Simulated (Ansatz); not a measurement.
## Compressing TiO$_{2}$: a fit and a missing row

TiO$_{2}$, P4_2/mnm, a = 4.597 Å, c = 2.954 Å. The compound has several low-lying forms, and this is one of them. Ansatz: r2SCAN, PAW, 500 eV, Γ-centred 6×6×6 mesh on 12 atoms, Gaussian smearing 0.02 eV; no spin polarisation. Shape and atoms are relaxed at each volume; pressure is positive in compression.

| V (Å³/atom) | P (GPa) |
| --- | --- |
| 9.154 | ? |
| 9.466 | 27.30 |
| 9.778 | 16.60 |
| 10.090 | 7.57 |
| 10.402 | 0.00 |
| 10.714 | -6.27 |
| 11.026 | -11.39 |
| 11.442 | -16.57 |

Question: Take V0 = 10.402 Å³/atom, fit the third-order Birch–Murnaghan form to the other rows, and predict the missing pressure.

Answer: With the Eulerian strain f = ½[(V0/V)^(2/3) − 1] and y = P/[3f(1 + 2f)^(5/2)], the form is the line y = B0 + 1.5 B0 (B0′ − 4) f. Rows (f, y): 0.03244, 239.7; 0.02105, 237.1; 0.01025, 234.0; -0.00975, 225.2; -0.01905, 219.6; -0.03078, 210.3. Means f = 0.0006933, y = 227.65; Σ(Δf)² = 0.003003, ΣΔfΔy = 1.366; the slope is their ratio. y = 227.3 + 454.9 f GPa, so B0 = 227.3 GPa and B0′ = 4 + 2 × (454.9)/(3 × 227.3) = 5.33. At V = 9.154, f = 0.04447, y = 247.53 and P = 40.86 GPa. The run gave 39.93 GPa, so the fit is 0.93 GPa too high, 1.6 % of the span of the series, against an rms of 0.15 GPa on the fitted rows. The row lies outside the fitted range. The points of y bend away from a line: a fourth-order term fitted to them gives P = 39.62 GPa at this row's volume (the line 40.86, the run 39.93).

Cost: 8 runs of about 22 core-minutes in all, on Arm Neoverse V1 (shared hosts).